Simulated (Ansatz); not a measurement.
**MgGe2 and the effect of the functional**

Space group C2/m (No. 12). a = 11.043 Å, b = 3.700 Å, c = 6.815 Å, α = 90.00°, β = 118.17°, γ = 90.00°
```json
{"atom": "Ge", "site": "4i", "symmetry": "m", "x": "0.0292", "y": "0.5000", "z": "0.2936"}
{"atom": "Ge", "site": "4i", "symmetry": "m", "x": "0.3804", "y": "0.5000", "z": "0.9854"}
{"atom": "Mg", "site": "4i", "symmetry": "m", "x": "0.8153", "y": "0.0000", "z": "0.3493"}
```

The cell comes from a database or a generator and needn't be the stable form of this composition.

Kept alike: task band structure; k mesh 8 × 8 × 5; occupations fermi-dirac, width 0.05 eV; no spin polarisation. Program: Ansatz, Ansatz PAW. Cutoffs run from 420 to 500 eV. The mesh is that of the run's cell of 6 atoms. No spin-orbit coupling.

| run | pressure (GPa) |
| --- | --- |
| A | -2.36 |
| B | -4.32 |
| C | -0.37 |

Pressure is positive in compression, with a Pulay correction for the finite cutoff. For a metal such a mesh leaves the last digits unconverged. All rows use potentials made for PBE.

Q: The runs differ in the functional (and the cutoff that goes with it) alone: LDA; PBE; r2SCAN. Which run is which?

A: Run A is r2SCAN; run B is LDA; run C is PBE. The pressure runs from -4.32 (LDA) to -0.37 GPa (PBE). From PBE: LDA -3.95; r2SCAN -1.99.
